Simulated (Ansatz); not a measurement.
Recipe of this trial structure of CsAlZnC6N6: cyanide-bridged rock-salt net of two metals, 1 guest cations a cell (F-43m, No. 216). The dimensions are guesses.

```yaml
crystal:
  lattice:
    - [0.00000, 5.05250, 5.05250]
    - [5.05250, 0.00000, 5.05250]
    - [5.05250, 5.05250, 0.00000]
  atoms:
    - { symbol: Cs, position: [0.75000, 0.75000, 0.75000] }
    - { symbol: Al, position: [0.00000, 0.00000, 0.00000] }
    - { symbol: Zn, position: [0.50000, 0.50000, 0.50000] }
    - { symbol: C, position: [0.81445, 0.18555, 0.18555] }
    - { symbol: C, position: [0.18555, 0.18555, 0.81445] }
    - { symbol: C, position: [0.81445, 0.18555, 0.81445] }
    - { symbol: C, position: [0.18555, 0.81445, 0.81445] }
    - { symbol: C, position: [0.81445, 0.81445, 0.18555] }
    - { symbol: C, position: [0.18555, 0.81445, 0.18555] }
    - { symbol: N, position: [0.69866, 0.30134, 0.30134] }
    - { symbol: N, position: [0.30134, 0.30134, 0.69866] }
    - { symbol: N, position: [0.69866, 0.30134, 0.69866] }
    - { symbol: N, position: [0.30134, 0.69866, 0.69866] }
    - { symbol: N, position: [0.69866, 0.69866, 0.30134] }
    - { symbol: N, position: [0.30134, 0.69866, 0.30134] }
```

Theory: Ansatz, DFT PBE, scalar-relativistic, plane waves, PAW. Cutoff 420 eV, Gaussian smearing, Γ-centred meshes. Cell and atoms relax first on a coarse mesh and then on a converged one. In between, the cell is made exact in the group found at 0.06 Å. The steps can't lower the symmetry of their start. No spin polarisation.

A guess keeps its type if space group and coordination stay and the shape of the cell changes little (axis ratios within about 15 %, angles within 6°); the volume may change.

Q: Does it keep its structure type, or change into something else?

A: It keeps its type. The symmetry stays F-43m (No. 216). The volume per atom grows by 22.8 %, from 17.2 to 21.1 Å³. The shortest distance stays 1.17 Å (C–N). Counting neighbours within 15 % of an atom's shortest distance, the start has Al 6, C 1, Cs 24, N 1, Zn 6 and the end Al 6, C 1, Cs 24, N 1, Zn 6.

The zero of energy is the elements' standard structures at the same level (N₂ as a molecule); no fitted shifts are applied.

Q: At what energy does it end?

A: +0.066 eV/atom. It can't be a ground state, since the elements alone are lower.

The last run used a 4×4×4 mesh for its 15-atom cell and Gaussian smearing of 0.02 eV. The reference form of C is held partly by dispersion forces, which this level lacks. A structure relaxed within its symmetry needn't be a true minimum.
